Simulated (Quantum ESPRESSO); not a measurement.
## One change at a time to MgPtTa4W2

Calculated results; nothing here was measured. They come from Quantum ESPRESSO 7.5, a public plane-wave density functional program. Each row is one single-point run on a made-up periodic cell of eight metal atoms, with elements, volume, strain and displacements drawn at random and not relaxed, so a cell may be unstable or far from any real phase. There is no spin polarisation or spin-orbit coupling.

Settings: PBE unless stated; PseudoDojo standard norm-conserving files; Fermi-Dirac width 0.25 eV, which means electrons at about 2900 K; cutoff 1143 eV; 5 x 5 x 4 k mesh shifted half a step off Gamma. E is the free energy of the whole cell (internal energy minus TS), so a -TS column is already part of it. Stress is positive in tension, and the pressure P is minus a third of its trace.

Checks: one run of this series was repeated at a higher cutoff and on a denser mesh, which moved values by no more than 0.009 eV, 0.05 GPa and 0.008 eV/Å, and a second program with other atomic files agreed on it to 2 % rms in force and 0.5 GPa in pressure. Known limits: heavy elements are run without spin-orbit coupling, which real alloys of them have; a spin test at this wide smearing found no moment, but such smearing suppresses magnetism that the real alloy may have.

The lattice is face-centred cubic, and the cell vectors in Å are (-2.081, -4.033, -1.984); (-4.161, 1.973, 2.070); (0.086, 4.033, -4.054), a volume of 134.98 Å³ in run 1. The elements on sites 1 to 8 are Ta W W Ta Ta Pt Mg Ta. Each later run makes one change to run 1 and keeps the rest. E is counted from run 1, and is n/a where other atomic files have another zero of energy.

```
run                           change  V (Å³)  P (GPa)  -TS (eV)  rms force (eV/Å)  largest change of a force component (eV/Å)  E (eV)
  1                             none  134.98     9.95    -1.542             0.777                                       0.000   0.000
  2          sites 3 and 4 exchanged  134.98     9.83    -1.552             0.867                                       0.668   0.195
  3    all lengths scaled by +0.72 %  137.91     5.16    -1.574             0.716                                       0.136       ?
  4              LDA in place of PBE  134.98    -2.93    -1.562             0.662                                       0.272     n/a
  5                      V on site 2  134.98     6.61    -1.754             0.751                                       0.384     n/a
  6  site 4 moved by +0.07 Å along z  134.98     9.95    -1.546             0.743                                       0.878  -0.043
```

## Worked estimate

Along a uniform scaling dE = -P dV. The mean of the two pressures is 7.555 GPa and the volume changes by 2.93 Å³, with 160.2 GPa to one eV/Å³. The same two rows give -V dP/dV = 223 GPa for this cell with clamped atoms, which is not the bulk modulus of a real alloy.

## Withheld value

Question: what E should run 3 give?

The estimate is -0.138 eV. The calculation gave -0.138 eV.
